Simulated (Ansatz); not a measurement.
Relaxing a structure of Al

The start is a randomly generated symmetric cell of Al (space group No. 191). Cell shape, volume and atoms are optimised at zero target pressure with PBE (plane waves to 420 eV, PAW, scalar-relativistic; Ansatz, a quantum-chemistry and plane-wave program). The first steps use a coarse 8×8×12 k-mesh.

Initial structure:
```
CELL_PARAMETERS angstrom
      4.90468     0.00000     0.00000
     -2.45234     4.24757     0.00000
      0.00000     0.00000     2.79288
ATOMIC_POSITIONS crystal
  Al 0.50000 0.00000 0.00000
  Al 0.00000 0.50000 0.00000
  Al 0.50000 0.50000 0.00000
```

```yaml
initial_pressure: "+14.4 GPa (positive: the cell is compressed)"
outcome: The space group stays P6/mmm (No. 191) (the run could not lower it), with 3 atoms in the primitive cell
volume_change: +19.7 %, from 19.39 to 23.22 Å³/atom
Shortest distances (start → end): "The closest pairs of elements (up to four, under 3.6 Å), start → end: Al–Al 2.45 → 2.72 Å"
band_gap_at_the_end: zero (metallic)
optimiser_moves: 18
```

Final values are on a 10×10×17 k-mesh of the relaxed cell. No spin polarisation in the result.

The run could not lower the symmetry of its start; a shaken copy of this end point relaxes with PBE to C2/m (No. 12), 0.47 eV/atom lower.

The relaxed structure here is a generated cell of Al: the first start was made by a random draw of sites in a space group, and the end was not matched to a known phase here, so it may be hypothetical. Known forms of Al include space group No. 225.
